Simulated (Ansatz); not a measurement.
Given:

TiRu:
```yaml
crystal:
  lattice:
    - [3.04561, 0.00000, 0.00000]
    - [0.00000, 3.04561, 0.00000]
    - [0.00000, 0.00000, 3.04561]
  atoms:
    - { symbol: Ti, position: [0.50000, 0.50000, 0.50000] }
    - { symbol: Ru, position: [0.00000, 0.00000, 0.00000] }
```

This is the PBEsol-relaxed structure.

**Question.** All from DFT-PBEsol in the program Ansatz with PAW potentials, unless another level is named. Predict the density of states at the Fermi level.

**Answer.** 0.25 states/eV per atom (mean over ±0.08 eV).

**Question.** What about the formation energy from the elements (no fitted shifts)?

**Answer.** -0.75 eV/atom.

**Question.** Predict the gap with spin–orbit coupling.

**Answer.** none (metallic).

Space group Pm-3m (CsCl type). The workflow started from an entry of the Crystallography Open Database (COD). Whether it is the stable phase at ambient conditions was not checked. The PBEsol relaxation kept the symmetry of its start; its stability against distortions is not shown here. No spin polarisation was allowed. The references are the lowest solids computed at this level, not always the standard phases. Scalar-relativistic: spin–orbit coupling is off unless named, which matters more the heavier the elements.

Potentials: the later of the program's two PAW sets.
